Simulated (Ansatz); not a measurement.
Relaxed candidate structures of Ga:

A. P6₃/mmc (No. 194), hP4; a = b = 2.932 Å, c = 9.534 Å, α = β = 90.00°, γ = 120.00°; Ga 2a (0.000, 0.000, 0.000); Ga 2c (0.333, 0.667, 0.250)

B. Fd-3m, origin choice 1 (No. 227), cF8, diamond type; a = b = c = 5.758 Å, α = β = γ = 90.00°; Ga 8a (0.000, 0.000, 0.000)

C. Cmce (No. 64), oS8, AFLOW prototype A_oC8_64_f (A11, as in Ga); a = 4.4793 Å, b = 7.5853 Å, c = 4.4894 Å, α = β = γ = 90.00°; Ga 8f (0.000, 0.344, 0.416)

Problem. Rank these by energy per atom (lowest first), as PBEsol (plane waves to 420 eV, PAW, scalar-relativistic; Ansatz, a quantum-chemistry and plane-wave program) gives it.

Solution. C (reference, the lowest among the structures calculated here), A (+0.02 eV/atom), B (+0.34 eV/atom)

Each run could gain symmetry but not lose that of its start, so entries can be saddle points. From databases, or of a type measured for this composition: Cmce, oS8, AFLOW prototype A_oC8_64_f (A11, as in Ga); the others are generated cells (placed on structure types, drawn at random, substituted or restacked) that were not matched to a known phase here. Static energies at zero pressure. No spin polarisation in the result.
